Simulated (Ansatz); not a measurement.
# Notes on CdPd

```yaml
crystal:
  lattice:
    - [3.02949, 0.00000, 0.00000]
    - [0.00000, 3.02949, 0.00000]
    - [0.00000, 0.00000, 3.63326]
  atoms:
    - { symbol: Cd, position: [0.00000, 0.00000, 0.00000] }
    - { symbol: Pd, position: [0.50000, 0.50000, 0.50000] }
```

Level: r2SCAN, no spin polarisation; 500 eV; 11×11×9 Γ-centred mesh; fermi-dirac occupations (width 0.1 eV); Ansatz 0.2.0, fixed geometry.

Question: Is there a gap?

Answer: It is a metal, with about 0.45 states/eV a cell as the mean within 0.25 eV of the Fermi level.

Question: Are the atoms at rest?

Answer: The forces vanish by the symmetry of the sites.

Question: What is the formation energy?

Answer: -0.46 eV an atom against the elements' usual phases (free molecules for gases, crystals otherwise, with no correction for O₂ or N₂), so it is bound against them; other compounds may still compete. Relaxing would lower it.

Question: Is the cell too large or too small?

Answer: The pressure is 1.8 GPa (compression positive), so with the atoms held at these fractions the cell would first expand.

Question: How is the charge shared?

Answer: Bader charges in e: Cd +0.41, Pd -0.41. In the mean Cd gives up most and Pd takes most.

Question: What do density and ELF say about some of the short contacts?

Answer: Cd–Pd at 2.81 Å: least valence density 0.25 e/Å³ and ELF 0.18 there. Cd–Cd at 3.03 Å: least valence density 0.17 e/Å³ and ELF 0.17 there. Pd–Pd at 3.03 Å: least valence density 0.20 e/Å³ and ELF 0.21 there. Both are smooth PAW fields, read partly inside the augmentation spheres.

Origin: a database entry at a rescaled volume.
